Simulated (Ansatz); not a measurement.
## Be₃Zn₂Se₅: rattling a relaxed structure

The cell was found from a structure generator's guess, not taken from experiment.

The calculation used DFT PBE, scalar-relativistic, plane waves, PAW (Ansatz). Cutoff 420 eV; k points 10×10×10 on the computed 10-atom cell (Γ-centred); Gaussian smearing, width 0.02 eV; no spin polarisation.

The cell below (10 atoms, space group I-4m2 (No. 119)) is relaxed within its symmetry.

```xyz
10
Lattice="-1.9005 1.9005 13.6381 1.9005 -1.9005 13.6381 1.9005 1.9005 -13.6381" Properties=species:S:1:pos:R:3 pbc="T T T"
Be    0.0000    0.0000   13.6381
Be    0.0000    0.0000   19.1982
Be    0.0000    0.0000    8.0781
Zn    0.0000    0.0000   24.4935
Zn    0.0000    0.0000    2.7828
Se    1.9005    0.0000   12.3987
Se    1.9005    0.0000    1.2394
Se    0.0000    1.9005    4.3251
Se    1.9005    0.0000    6.8191
Se    0.0000    1.9005    9.3131
```

For the test it was strained at random (σ = 1.5 % a component), the atoms were moved at random (σ = 0.05 Å), and all was relaxed again on a coarse 4×4×4 mesh (in the run’s order of axes) with 0.10 eV smearing, with no symmetry imposed.

**Question.** Does it come back?

**Answer.** It returns, within 1 meV/atom of the unmoved cell on that mesh and with the same symmetry when read at 0.1 Å (P1 at 0.01 Å, so small strains and shifts remain). So it is stable against the distortions that fit this cell and that this random move excites. Modes that don't fit the cell aren't tested.
